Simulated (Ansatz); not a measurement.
# One run on GdSi2 (P6/mmm): total moment held at 0 μB

Level of theory: Ansatz, DFT, LDA, PAW with Ansatz's default frozen-core files, scalar-relativistic.

Command: `ansatz run input.yaml --threads 2 --pin off --max-ram 6144MiB --backend cpu --events-out ev --progress --plain --runs-dir out`

```yaml
crystal:
  lattice:
    - [4.0593057695, 0.0, 0.0]
    - [-2.0296528848, 3.5154619181, 0.0]
    - [0.0, 0.0, 4.07149625]
  atoms:
    - { symbol: Gd, position: [0.0, 0.0, 0.0] }
    - { symbol: Si, position: [0.6666666667, 0.3333333333, 0.5] }
    - { symbol: Si, position: [0.3333333333, 0.6666666667, 0.5] }
magnetization:
  spin_polarized: true
  initial_magnetization: 0.0
  spin_locking: { lock_magnetization: hard }
kpoints:
  mp_grid: { grid: [8, 8, 7] }
scf:
  occupations: { method: fermi_dirac, width: 0.05 }
hamiltonian:
  xc: lda
  pseudopotentials: { kind: paw }
output:
  forces: true
  stress: true
  eigenvalues: true
```

Output:

```
Warning: output.stress: scf.convergence.dr2_threshold = 1e-7 eV (the SCF's general default) is looser than the 3e-10 eV advised for a printed stress (1e-10 eV for each atom of the cell: 3). What an SCF threshold leaves in a stress goes as its square root, and in the free energy as the threshold itself, and one threshold admits the most on a small cell: of the crystals measured, under no hybrid fun …
band count auto-derived: 20, from the close of a first SCF at 17 (N_el = 26.0; filled up to band 13; 17 by the electrons, moments and atoms)
Engine: ansatz 0.2.0
Pseudopotentials: kind: paw
Pseudopotential: Gd, paw, valence charge 18, recommended cutoff 420 eV (normal), Gd.paw.azcp
Pseudopotential: Si, paw, valence charge 4, recommended cutoff 420 eV (normal), Si.paw.azcp
Functional definition: SPW92
  exchange = slater_x
  correlation = pw_c
Crystal: 3 atoms, lattice volume = 58.102 Å³
Basis set: ecut = 420 eV, 1141 PW (Γ)
Bands: 17, of which v1, the nominal top of the filled ones, is band 13 counted from 1 (12 counted from 0)
Symmetry: 24 space group operations
Space group: P6/mmm (ITA 191), of the structure as read, at distance tolerance 3.9e-5 Å
k-points: 40 of 448
Non-local potential: Gd, projectors of the file, l = 0: 3, l = 1: 2, l = 2: 2, l = 3: 3
Non-local potential: Si, projectors of the file, l = 0: 2, l = 1: 2, l = 2: 2
PAW form: soft (Blöchl's): semilocal exchange-correlation on the pseudo side does not see the compensation charge
PAW frozen core: Gd, regenerated for the run's functional, and the local potential with it (the file was generated under x = pbe(κ = 0.804, μ = 0.2195149727645171), c = pbe(β = 0.06672455060314922))
PAW frozen core: Si, regenerated for the run's functional, and the local potential with it (the file was generated under x = pbe(κ = 0.804, μ = 0.2195149727645171), c = pbe(β = 0.06672455060314922))
PAW one-centre angular grid: Gd, 590 points (default); XC on 64 Gauss nodes
PAW one-centre angular grid: Si, 110 points (default); XC on 64 Gauss nodes
Initial density: superposition of atomic densities (chi_scale 0.1, normalization cell, long waves kept (reshape's long-wave potential 0.00 eV rms))
Initial wavefunctions: pseudopotential atomic-orbital guess
Functional: x = slater, c = lda
SCF iter   1: F=—  HF=-10340.091423 eV  |F-HF|=—  |Δ(HF+E_count)|=         —  Δρ=6.90e-2 (↑6.90e-2 ↓6.90e-2)  dr2=1.29e1  dr2_m=0.00e0  M=0.000 μB ∫|m|=0.000 μB  β_m=0.30  ethr=3.10e-3  ⟨swp⟩=5.8  Hψ=3476  notcnv=0
preconditioner: auto → Kerker (q_TF=auto, 2.386 Å⁻¹)  [metal: Δε(μ)=0.000 eV  Ē_g=7.007 eV  σ=0.050 eV  W_gap=0.00  n_scr=20 (ndim 8)  ℏωp=23.9 eV  f_vac=0.000  D(μ)=44.73/eV (n_scr^D=1616)]
[...]
SCF 1, on 17 bands, converged in 18 iterations: F = -10339.438916 eV; the run's SCF on all bands comes behind
  greatest PAW one-centre occupation: 0.991 electrons in one spin orbital (limit 2), on the Gd atom at site 0 (counted from 0), in its partial waves of l = 0
The result of the SCF on 17 bands, without a stress, told ahead of the SCF on all bands, whose result is the run's:
SCF converged after 18 iterations
Stability checked in part: among states of this total moment the steps that led to this state did not find it unstable. No probe was made; neither looks for a lower state of another moment (fixed_total_moment; see scf.lower_state_search)
Magnetization: 0.0000 μB (13.0000 up, 13.0000 down)
Absolute magnetization: 0.0000 μB (∫|ρ↑−ρ↓|)
Spin contamination: 0.0000 ħ² per cell (⟨S²⟩ above its minimum at these occupations)
Per-site moments (μB) at R_I (Å): [(0.0, 1.2805401195298247), (0.0, 0.9667520274796642), (0.0, 0.9667520274796642)]
Free energy (F): -10339.438916 eV
Harris-Foulkes:  -10339.438916 eV  (|F-HF|=7.11e-9)
Internal energy: -10339.121476 eV  (E = F + TS)
E sigma→0 (E₀):  -10339.280196 eV
Entropy (-TS):   -0.317440 eV (-105.813 meV/atom)
Fermi energy:    11.521385 (↑ 11.521385, ↓ 11.521385) eV
--- Per-component energies (eV) ---
  E_band       = 47.199233
  E_kinetic    = 483.786948
[...]
SCF 4 converged in 6 iterations: F = -10340.415970 eV  dr2 = 1.39e-9
[...]
preconditioner: auto → Kerker (q_TF=auto, 2.386 Å⁻¹)  [metal: Δε(μ)=0.003 eV  Ē_g=8.999 eV  σ=0.050 eV  W_gap=0.01  n_scr=20 (ndim 8)  ℏωp=23.9 eV  f_vac=0.000  D(μ)=4.26/eV (n_scr^D=58)]
spin=Collinear: Kerker preconditioning applied to the charge; magnetization (m = ρ↑ − ρ↓) channel mixes plain (no charge-response kernel on spin).
SCF iter   2: F=-10340.415970 eV  HF=-10340.415970 eV  |F-HF|=2.31e-8  |Δ(HF+E_count)|=   1.03e-9  Δρ=3.35e-6 (↑3.35e-6 ↓3.21e-6)  dr2=2.19e-8  dr2_m=2.65e-10  M=-0.000 μB ∫|m|=1.755 μB  ethr=5.33e-12  ⟨swp⟩=3.0  Hψ=7054  notcnv=0
SCF 5 converged in 2 iterations: F = -10340.415970 eV  dr2 = 2.19e-8
SCF converged after 2 iterations
Stability not told: the lowest value that the SCF's own minimisation read on its close, 1.0e-1 (residual 4.7e-4), is positive but too near zero to vouch for directions that it does not look along: no lower mode is shown, and none is ruled out
Magnetization: -0.0000 μB (13.0000 up, 13.0000 down)
Absolute magnetization: 2.7930 μB (∫|ρ↑−ρ↓|, with the PAW one-centre terms)
Spin contamination: 2.8663 ħ² per cell (⟨S²⟩ above its minimum at these occupations)
Per-site moments (μB) at R_I (Å): [(0.17619942788372575, 1.2805401195298247), (-0.03138191094280234, 0.9667520274796642), (-0.03138191094280233, 0.9667520274796642)]
Free energy (F): -10340.415970 eV
Harris-Foulkes:  -10340.415970 eV  (|F-HF|=2.31e-8)
Internal energy: -10340.379726 eV  (E = F + TS)
E sigma→0 (E₀):  -10340.397848 eV
Entropy (-TS):   -0.036243 eV (-12.081 meV/atom)
Fermi energy:    11.677134 (↑ 11.579681, ↓ 11.774587) eV
--- Per-component energies (eV) ---
  E_band       = 44.026911
  E_kinetic    = 483.564205
  E_local      = -2332.091546  (includes V_loc(G=0)·N_el)
  E_nonlocal   = 366.697432
  E_hartree    = 996.778587
  E_xc         = -339.822971
  E_vxc        = -345.466140  (∫ρ·V_xc dr)
  E_paw        = -7223.550313  (= ΣΔE_a)
  E_vpaw       = -122.225243  (= ΣTr[D̂ρ^β])
  E_aug_tail   = 0.000011  (compensation charges beyond the density's cutoff)
  E_ewald      = -2293.402826
  E_core_change = 1.447695  (= ΣΔE_core)
  E_smearing   = -0.036243  (= −TS)
  E_closure    = 0.000000  (closes the sum)
  Σ components = -10340.415970   (vs F -10340.415970, Δ=0.00e0)
--- Forces (eV/Å), atoms counted from 1 ---
  atom   1  Gd     0.00000000     0.00000000     0.00000000
  atom   2  Si    -0.01098547    -0.00634246     0.00000000
  atom   3  Si     0.01098547     0.00634246     0.00000000
  max |Σ_I F_I| component: 0.00e0 eV/Å
--- Stress (GPa, compression-positive) ---
       -5.593082       0.530706       0.000000
        0.530706      -6.205888       0.000000
        0.000000       0.000000      -6.737219
  P = ⅓ Tr σ = -6.1787 GPa (-61.787 kbar)
--- Band table (eV; the first three rows and the last of 168) ---
  [... 4 further k-point lines left out ...]
```

Site moments (μB): Gd1 0.18, Si2 -0.03, Si3 -0.03. Cell moment 0.00 μB.

The PAW files were made with PBE; the program remakes their cores once for the run's functional and then keeps them frozen. Without U a semilocal functional puts the f levels too near the Fermi level, which can change moments and the order of magnetic states; site and cell moments are spin moments. Spin–orbit coupling is left out although heavy atoms are present. In at least one run the program's final test of stability wasn't made or came to no verdict. With open f shells a run can end in a state that isn't the lowest. These are results for the start and cell typed. The real compound can order otherwise, in a larger cell, or not at all, since semilocal functionals without spin fluctuations often overstate magnetism; near a collapse of the moment, mesh and smearing move it by tens of per cent.

It took 27 s on 2 threads of Intel(R) Xeon(R) 6975P-C (Granite Rapids), on a shared host, peak memory 0.78 GiB.
